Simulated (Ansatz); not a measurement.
HfB2: field gradients at two levels of theory

Cell: an entry of the Crystallography Open Database (COD).

```
Hf B
1.0
     3.14000    0.00000    0.00000
    -1.57000    2.71932    0.00000
     0.00000    0.00000    3.48000
Hf B
1 2
Direct
  0.00000 0.00000 0.00000
  0.33333 0.66667 0.50000
  0.66667 0.33333 0.50000
```

Sites (sets of like atoms) are named by element and the number of their first atom in this list.

First run. Method: Kohn–Sham DFT in Ansatz, PBE, plane waves and PAW, scalar-relativistic, 420 eV cutoff, Γ-centred 16×16×13 k-points, Fermi–Dirac smearing 0.05 eV.

```tsv
site	atom	V_zz (10²¹ V/m²)	η
Hf	1	10.67	0.00
B	2	0.055	0.00
```

Second run. The same atoms and settings, except that spin–orbit coupling is included (fully relativistic PAW files) and the mesh is 17×17×13.

Question: What does the second run give?

Answer: 

| site | atom | V_zz | η | change of V_zz |
| --- | --- | --- | --- | --- |
| Hf | 1 | 11.16 | 0.00 | +0.49 |
| B | 2 | 0.054 | 0.00 | 0.00 |

The largest change of V_zz is on Hf, from 10.67 to 11.16. In per cent, |V_zz| changes by +5 on Hf (all sites that start above 2).
